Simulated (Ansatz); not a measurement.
Eu (bcc, W type)

```xyz
1
Lattice="-2.1904 2.1904 2.1904 2.1904 -2.1904 2.1904 2.1904 2.1904 -2.1904" Properties=species:S:1:pos:R:3 pbc="T T T"
Eu     0.0000     0.0000     0.0000
```

The volume is varied about the relaxed value V₀ at fixed cell shape. Symmetry pins the atoms to their sites.

The numbers are results of PBE (plane waves to 420 eV, PAW, scalar-relativistic; Ansatz, an electronic-structure program), not measurements. k mesh 15×15×15 (Γ-centred), Fermi-Dirac smearing 0.05 eV. E stands for the smeared free energy. Compression counts positive. Eu was relaxed with its symmetry unable to fall. Relaxed Eu ends ferromagnetic. The PAW data are Ansatz's earlier set. The relaxed volume of Eu is well below the measured one. Other magnetic orders were not checked, so this need not be the ground state. The filling of the f shell was not checked against other fillings, so treat energies with care. The zero of ΔE is the relaxed starting cell. The last digit holds for this mesh only.

```json
[
 {"V (Å³/atom)": "37.832", "ΔE (meV/atom)": "21.8"},
 {"V (Å³/atom)": "38.883", "ΔE (meV/atom)": "11.8"},
 {"V (Å³/atom)": "39.933", "ΔE (meV/atom)": "5.0"},
 {"V (Å³/atom)": "40.984", "ΔE (meV/atom)": "1.2"},
 {"V (Å³/atom)": "42.035", "ΔE (meV/atom)": "0.0"},
 {"V (Å³/atom)": "43.086", "ΔE (meV/atom)": "1.1"},
 {"V (Å³/atom)": "44.137", "ΔE (meV/atom)": "4.2"},
 {"V (Å³/atom)": "45.188", "ΔE (meV/atom)": "9.2"},
 {"V (Å³/atom)": "46.239", "ΔE (meV/atom)": "withheld"}
]
```

Question: Fit a third-order Birch-Murnaghan form (E₀, V₀, B₀, B₀′ free) to the given rows and predict ΔE at V = 46.239.

Answer: Least squares on the 8 given rows: ΔE = E₀ + (9V₀B₀/16)·y²·[2 + (B₀′ − 4)y], y = (V₀/V)^(2/3) − 1, with V₀ = 42.044 Å³/atom, B₀ = 14.05 GPa (160.2 GPa = 1 eV/Å³; the term in eV is multiplied by 1000), B₀′ = 3.71, E₀ = -0.01 meV/atom; root-mean-square residual 0.02 meV/atom. At 46.239 the fit gives 15.8 meV/atom; the calculation gives 15.7 meV/atom, so the extrapolation is off by 0.1 (+0.6 %). For the pressure the fit gives -1.1 GPa against the computed -1.1 GPa.

(A scan under strain: stresses follow from slopes of the energy per volume, elastic moduli from its curvatures.)
